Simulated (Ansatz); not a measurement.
SrRh$_{2}$:
```xyz
6
Lattice="0.0000 3.8113 3.8113 3.8113 0.0000 3.8113 3.8113 3.8113 0.0000" Properties=species:S:1:pos:R:3 pbc="T T T"
Rh     0.9528     0.9528     0.9528
Rh     0.9528     2.8584     2.8584
Rh     2.8584     2.8584     0.9528
Rh     2.8584     0.9528     2.8584
Sr     3.8113     3.8113     3.8113
Sr     5.7169     5.7169     5.7169
```

Relaxed with PBEsol. Special points in fractions of this cell's reciprocal vectors: Γ (0.000, 0.000, 0.000); X (0.500, 0.000, 0.500); U (0.625, 0.250, 0.625); K (0.375, 0.375, 0.750); L (0.500, 0.500, 0.500); W (0.500, 0.250, 0.750).

Q: List the band energies nearest the Fermi level at these points for plane-wave PAW PBEsol (Ansatz code).

A: In eV from the Fermi level; about four levels below and three above (degenerate sets whole), none deeper than 8.9 eV; points with the same levels are listed once.

```csv
k,below,above
Γ,-0.30 -0.30 -0.30 -0.22 -0.22,1.17 1.17 1.62 1.62 1.62
X,-0.26 -0.26 -0.20 -0.20,1.97 1.97 3.84 3.84
U,-0.70 -0.52 -0.50 -0.08,0.23 1.34 2.45
L,-0.36 -0.36 -0.05 -0.05,1.62 2.53 2.86 2.86
W,-0.66 -0.66 -0.62 -0.62,0.23 0.23 1.68 1.68
```

Space group Fd-3m (cubic Laves (MgCu2 type)). The workflow started from an entry of the Crystallography Open Database (COD). Its standing as an ambient phase is unchecked. The PBEsol relaxation kept the symmetry of its start; its stability against distortions is not shown here. The run is not spin-polarised. Spin–orbit coupling is left out wherever it is not named.

Potentials: the later of the program's two PAW sets.
